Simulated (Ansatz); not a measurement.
# Sb started on a Ti site and Sb started on a Ti site, 6.65 Å apart on the ideal sites in cubic perovskite CaTiO3, 40 atoms, charge 0

All numbers below come from DFT, PBEsol, PAW, plane waves in Ansatz.

Command:

```sh
ansatz run in.yaml --threads 8 --pin off --max-ram 13300MiB --runs-dir r --events-out ev --progress --plain
```

The input less its lattice and atoms:

```yaml
crystal:
  symmetry: { detect: false }
kpoints:
  mp_grid: { grid: [1, 1, 1], shift: [0.25, 0.25, 0.25] }
hamiltonian:
  xc: pbesol
scf:
  occupations: { method: fermi_dirac, width: 0.01 }
relax:
  f_tol: 0.03
  max_steps: 80
  escape_saddle: false
  adjacent_minimum: "off"
output:
  forces: true
  eigenvalues: true
  populations: true
```

Start:

```xyz
40
Lattice="7.6826 0.0000 0.0000 0.0000 7.6826 0.0000 0.0000 0.0000 7.6826" Properties=species:S:1:pos:R:3 pbc="T T T"
Ca    7.6747    0.0113    7.6645
Ca    0.0189    0.0052    3.8366
Ca    7.6640    3.8404    7.6737
Ca    7.6439    3.8423    3.8564
Ca    3.8713    7.6800    7.6638
Ca    3.8426    0.0146    3.8096
Ca    3.8802    3.8435    0.0100
Ca    3.8786    3.8460    3.8128
Sb    1.9420    1.9172    1.9477
Sb    5.7924    5.7536    5.7468
Ti    1.9334    1.9403    5.7234
Ti    1.9158    5.7845    1.9225
Ti    1.9212    5.7629    5.7590
Ti    5.7720    1.9186    1.9239
Ti    5.7462    1.9259    5.7795
Ti    5.7805    5.7391    1.9120
O     1.9379    1.9081    0.0087
O     1.9039    1.9306    3.8289
O     1.8854    5.7856    7.6620
O     1.8975    5.7868    3.8449
O     5.7663    1.8742    7.6709
O     5.8003    1.9071    3.8149
O     5.7139    5.7642    7.6824
O     5.7830    5.8000    3.8585
O     0.0146    1.9415    1.9276
O     0.0274    1.9583    5.7717
O     0.0146    5.7719    1.9147
O     7.6801    5.7353    5.7546
O     3.8442    1.8856    1.9363
O     3.8181    1.9178    5.7986
O     3.8587    5.7516    1.9397
O     3.8284    5.7995    5.7345
O     1.9114    7.6806    1.9038
O     1.9456    0.0152    5.7685
O     1.9114    3.8471    1.8683
O     1.8843    3.8666    5.7416
O     5.7853    7.6794    1.9110
O     5.7562    0.0244    5.7844
O     5.7468    3.8361    1.9044
O     5.7724    3.8609    5.7403
```

Steps:

```tsv
step	energy less the first (eV)	largest force component (eV/Å)
start	0.000	2.000
1	-0.168	0.922
2	-0.555	1.152
3	-1.111	2.101
4	-1.920	1.871
5	-3.147	1.028
6	-3.696	0.212
7	-3.929	0.361
8	-4.130	0.111
9	-4.145	0.082
10	-4.170	0.175
11	-4.202	0.362
12	-4.301	0.506
13	-4.329	0.923
14	-4.492	0.366
15	-4.526	0.086
16	-4.528	0.078
17	-4.531	0.022
```

A structure on the way, about -4.14 eV from the start:

```xyz
40
Lattice="7.6826 0.0000 0.0000 0.0000 7.6826 0.0000 0.0000 0.0000 7.6826" Properties=species:S:1:pos:R:3 pbc="T T T"
Ca    0.1873    7.6794    0.1554
Ca    0.1518    0.0497    4.0583
Ca    7.5411    3.8312    7.5321
Ca    7.5414    3.8697    3.6014
Ca    3.9904    7.6624    0.2484
Ca    4.0054    0.0125    3.9681
Ca    3.7056    3.8041    7.4234
Ca    3.6649    3.8720    3.6897
Sb    1.9244    1.9263    1.9143
Sb    5.7654    5.7660    5.7634
Ti    1.9314    1.9327    5.7514
Ti    1.9414    5.7704    1.9183
Ti    1.9215    5.7813    5.7588
Ti    5.7568    1.9350    1.9161
Ti    5.7720    1.9144    5.7599
Ti    5.7874    5.7651    1.9135
O     2.2815    1.5648    7.6608
O     1.5326    2.2621    3.8564
O     2.2353    6.1071    7.6700
O     1.5987    5.4383    3.8456
O     5.4507    2.2337    0.0008
O     6.0827    1.6181    3.8356
O     5.3968    5.4007    0.0029
O     6.1177    6.1444    3.8410
O     0.0024    2.2950    1.5628
O     7.6701    1.6045    6.0936
O     0.0053    5.4366    1.6004
O     7.6812    6.0923    6.1617
O     3.8501    1.5142    2.2332
O     3.8464    2.2612    5.4225
O     3.8288    6.1012    2.2516
O     3.8488    5.4220    5.3794
O     1.4813    0.0012    2.1875
O     2.1411    7.6825    5.3551
O     2.3526    3.8534    1.6155
O     1.7211    3.8469    6.1420
O     6.0007    7.6758    1.5278
O     5.3016    0.0085    6.0022
O     5.5400    3.8512    2.3081
O     6.2094    3.8486    5.5195
```

End:

```xyz
40
Lattice="7.6826 0.0000 0.0000 0.0000 7.6826 0.0000 0.0000 0.0000 7.6826" Properties=species:S:1:pos:R:3 pbc="T T T"
Ca    0.2569    0.0174    0.1484
Ca    0.1475    0.0712    4.0626
Ca    7.5870    3.8416    7.5868
Ca    7.5326    3.8998    3.6047
Ca    3.9949    0.0249    0.2306
Ca    4.0355    0.0495    3.9704
Ca    3.7250    3.8136    7.4488
Ca    3.6553    3.8974    3.6771
Sb    1.9330    1.9407    1.9512
Sb    5.7751    5.7627    5.7601
Ti    1.9489    1.9905    5.7552
Ti    1.9899    5.7864    1.9790
Ti    1.9536    5.8305    5.8024
Ti    5.7734    1.9552    1.9902
Ti    5.8114    1.9142    5.8393
Ti    5.8360    5.8178    1.8821
O     2.2501    1.5298    7.6305
O     1.2604    2.2104    4.0806
O     2.2212    6.1781    7.6176
O     1.6666    5.3818    3.8364
O     5.3795    2.2216    7.6254
O     6.0906    1.6068    3.8391
O     5.4372    5.3936    7.6680
O     6.1014    6.1080    3.8424
O     7.6120    2.2386    1.4926
O     7.5922    1.5854    6.1845
O     7.6521    5.3906    1.6439
O     0.0029    6.1223    6.0866
O     4.0297    1.3669    2.1395
O     3.8064    2.2340    5.3388
O     3.8576    6.1298    2.2313
O     3.8576    5.4037    5.4202
O     1.4205    7.6112    2.1649
O     2.1343    7.6580    5.3315
O     2.3143    4.0320    1.4770
O     1.7311    3.8663    6.1868
O     6.0736    7.6060    1.4973
O     5.3137    7.6698    5.9859
O     5.4910    3.8312    2.2891
O     6.1960    3.8472    5.5148
```

Self-consistency was reached.

Time: 2.2 min of wall time on 8 threads of an EPYC 7R13 processor, on a host shared with other runs; peak host memory 1 GiB.

Task: How much energy did the relaxation gain, and which atom moved most?

Result: 4.53 eV in 17 steps, from a start with small random displacements (the gain also holds any tilting of the ideal host); atom 18 (O) moved 0.75 Å, the median atom 0.46 Å (drift of the whole cell removed).

The one k point has no symmetry partners, which can distort the end along one axis.
